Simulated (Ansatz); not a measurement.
## Calculated ³³S NMR of the central transition for HfTl₂PbS₄

Cell: a measured structure from the Crystallography Open Database (COD), ions relaxed with PBE at fixed cell.

```cif
data_HfTl2PbS4
_symmetry_space_group_name_H-M 'C2/c'
_symmetry_Int_Tables_number 15
_cell_length_a 15.4695
_cell_length_b 8.2255
_cell_length_c 6.7103
_cell_angle_alpha 90.000
_cell_angle_beta 109.265
_cell_angle_gamma 90.000
loop_
_atom_site_label
_atom_site_type_symbol
_atom_site_symmetry_multiplicity
_atom_site_Wyckoff_symbol
_atom_site_fract_x
_atom_site_fract_y
_atom_site_fract_z
Hf Hf 4 e 0.5000 0.6212 0.2500
Tl Tl 8 f 0.7491 0.8740 0.2309
Pb Pb 4 e 0.5000 0.1231 0.2500
S9 S 8 f 0.5964 0.6020 0.0035
S13 S 8 f 0.6070 0.8373 0.4635
```

One atom of each set is listed; the run and its k-mesh use a cell of 16 atoms with edges of 8.76, 8.76, 6.71 Å.

The numbers come from a DFT calculation in Ansatz (PBE, plane waves and PAW, scalar-relativistic, 420 eV cutoff, Γ-centred 4×4×5 k-points, Fermi–Dirac smearing 0.02 eV).

³³S has I = 3/2 and Q = -69.40 mb (Pyykkö 2018); at 16.4 T its Larmor frequency is ν₀ = 53.7 MHz. Only the quadrupole interaction is simulated: positions count from each site's isotropic chemical shift, and J coupling is left out, as are shift anisotropy and dipolar coupling, which fast spinning averages.

Problem. Simulate the second-order pattern (fast magic-angle spinning, Gaussian broadening 1 kHz) of site S13 (1 Hf at 2.53 Å; also 2 Pb at 2.94–2.96 Å, 3 Tl at 3.03–3.33 Å).

Solution. The calculation gives C_Q = 5.49 MHz and η = 0.61, so ν_Q = 2.74 MHz and the centre of gravity lies at -294 ppm (-15.8 kHz).

offset (kHz), height and a bar:
```
   -38.96          0 
   -37.21          4 #
   -35.46          8 ##
   -33.71          9 ###
   -31.96         10 ###
   -30.22         23 #######
   -28.47         26 ########
   -26.72         28 ########
   -24.97         31 #########
   -23.22         36 ###########
   -21.47         48 ###############
   -19.72        100 ##############################
   -17.97         75 ######################
   -16.22         70 #####################
   -14.48         76 #######################
   -12.73         88 ##########################
   -10.98         64 ###################
    -9.23         53 ################
    -7.48         47 ##############
    -5.73         42 #############
    -3.98         39 ############
    -2.23         36 ###########
    -0.48         12 ####
     1.27          0
```

At S13 V_zz points along its bond to Hf (within 4°).

Without spin–orbit coupling the gradients at and beside Hf, Pb and Tl can be off by some per cent, at some sites by more.
